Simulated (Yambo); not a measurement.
G0W0@LDA for NaTaO3 (space group P4/mbm, No. 127) in Yambo. Reference settings: 2×2×4 Γ-centred k mesh, bands 5 to 189 and a 7 Ry block in the screening, 189 bands in G with the Bruneval-Gonze terminator, plasmon pole fitted at 27.2 eV. The LDA gap Z → Γ on this mesh is 2.27 eV; G0W0 gaps are taken between the same points.

With and without the terminator, as bands are cut:

| bands in G (in W) | gap, terminator (eV) | gap, none (eV) | valence shift, terminator (eV) | valence shift, none (eV) |
|---|---|---|---|---|
| 62 (62) | 4.421 | 4.555 | -0.230 | 0.163 |
| 84 (84) | 4.213 | 4.304 | -0.280 | 0.094 |
| 113 (113) | 4.104 | 4.142 | -0.347 | -0.007 |
| 151 (151) | 4.048 | 4.068 | -0.421 | -0.143 |
| 189 (189) | 4.007 | 4.001 | -0.454 | -0.224 |

Over this range the gap spans 0.414 eV with the terminator and 0.554 eV without, the valence shift 0.224 eV and 0.387 eV. Neither column has reached its limit for certain.

Spin-orbit coupling is not included.

Geometry of the Materials Project entry, not relaxed at this level; primitive cell a = b = 5.4771 Å, c = 3.9591 Å, α = β = γ = 90.00°.

This is not the ordinary phase of the substance.

A shift is the quasiparticle energy of the state minus its LDA energy.
